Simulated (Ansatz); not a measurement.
SiO2:
```yaml
crystal:
  lattice:
    - [4.07162, 0.00000, 0.00000]
    - [0.00000, 5.03012, 0.00000]
    - [0.00000, 0.00000, 4.48325]
  atoms:
    - { symbol: Si, position: [0.50000, 0.34816, 0.75000] }
    - { symbol: Si, position: [0.50000, 0.65184, 0.25000] }
    - { symbol: Si, position: [0.00000, 0.15184, 0.25000] }
    - { symbol: Si, position: [0.00000, 0.84816, 0.75000] }
    - { symbol: O, position: [0.26883, 0.61794, 0.58039] }
    - { symbol: O, position: [0.73117, 0.38206, 0.41961] }
    - { symbol: O, position: [0.23117, 0.88206, 0.08039] }
    - { symbol: O, position: [0.76883, 0.11794, 0.91961] }
    - { symbol: O, position: [0.76883, 0.88206, 0.41961] }
    - { symbol: O, position: [0.23117, 0.11794, 0.58039] }
    - { symbol: O, position: [0.73117, 0.61794, 0.91961] }
    - { symbol: O, position: [0.26883, 0.38206, 0.08039] }
```

Tensor components refer to the Cartesian frame of this cell.

Q: Give the high-frequency dielectric tensor and the Born effective charge tensors of the independent atoms from DFPT, plane-wave PAW r²SCAN (Ansatz code).

A: 
ε∞:
```
3.25  0.00  0.00
0.00  3.33  0.00
0.00  0.00  3.37
```
Z* of atom 1 (Si), rows: field, columns: displacement, in e:
```
3.83  0.00  0.15
0.00  3.98  0.00
0.07  0.00  4.04
```
Z* of atom 5 (O), rows: field, columns: displacement, in e:
```
-1.92   0.48   0.35
 0.50  -1.99  -0.02
 0.27   0.08  -2.02
```

Static charges for comparison (Bader): Si1 +3.35, O5 -1.67 e. Born charges measure polarisation by displacement and can exceed these by far.

Space group Pbcn. The workflow started from a Materials Project entry (that database holds measured and hypothetical structures alike); the Crystallography Open Database copy checked does not list it. It is not the phase usual at ambient conditions (space group No. 92, 152, 154). Symmetry was held in the r²SCAN relaxation; whether a distortion lowers the energy is not shown.

Potentials: the later of the program's two PAW sets.
